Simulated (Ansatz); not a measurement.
The start is a generated trial cell of Rh in the AFLOW prototype A_tP4_129_ac (A_d). A full variable-cell relaxation at zero pressure is run with PBEsol (plane waves to 420 eV, PAW, scalar-relativistic; Ansatz, a quantum-chemistry and plane-wave program). The first steps use a coarse 8×8×11 k-mesh.

Starting cell:
```
CELL_PARAMETERS angstrom
      4.29648     0.00000     0.00000
      0.00000     4.29648     0.00000
      0.00000     0.00000     2.97253
ATOMIC_POSITIONS crystal
  Rh 0.00000 0.00000 0.00000
  Rh 0.50000 0.50000 0.00000
  Rh 0.50000 0.00000 0.37500
  Rh 0.00000 0.50000 0.62500
```

```json
{
  "initial_pressure": "+17.3 GPa (positive: the cell is compressed)",
  "largest_initial_force": "2.58 eV/Å, on Rh3, Rh4 (atoms numbered as listed)",
  "energy_released": "0.40 eV/atom",
  "volume_change": "+0.9 %, from 13.72 to 13.84 Å³/atom",
  "Shortest distances (start → end)": "The closest pairs of elements (up to four, under 3.6 Å), start → end: Rh–Rh 2.42 → 2.64 Å",
  "band_gap_at_the_end": "no gap (metallic)",
  "optimiser_moves": "9"
}
```

Final structure:

```cif
data_Rh2
_chemical_formula_sum 'Rh2'
_space_group_name_H-M_alt 'I4/mmm'
_space_group_IT_number 139
_space_group_name_Hall '-I 4 2'
_cell_length_a 3.23494
_cell_length_b 3.23494
_cell_length_c 2.64583
_cell_angle_alpha 90.000
_cell_angle_beta 90.000
_cell_angle_gamma 90.000
loop_
_atom_site_label
_atom_site_type_symbol
_atom_site_symmetry_multiplicity
_atom_site_Wyckoff_symbol
_atom_site_fract_x
_atom_site_fract_y
_atom_site_fract_z
_atom_site_occupancy
Rh1 Rh 2 a 0.00000 0.00000 0.00000 1
```
(The calculation used a cell of 1 atom; values per cell refer to that cell.)

Final values are on a 22×22×22 k-mesh of the relaxed cell. No spin polarisation in the result.

The run could not lower the symmetry of its start; a shaken copy of this end point relaxes with PBEsol to Fm-3m (No. 225), 0.24 eV/atom lower.

The relaxed structure here is a generated cell of Rh: the first start was made by placing the elements on the sites of a structure type, and the end was not matched to a known phase here, so it may be hypothetical. Known forms of Rh include space group No. 225.
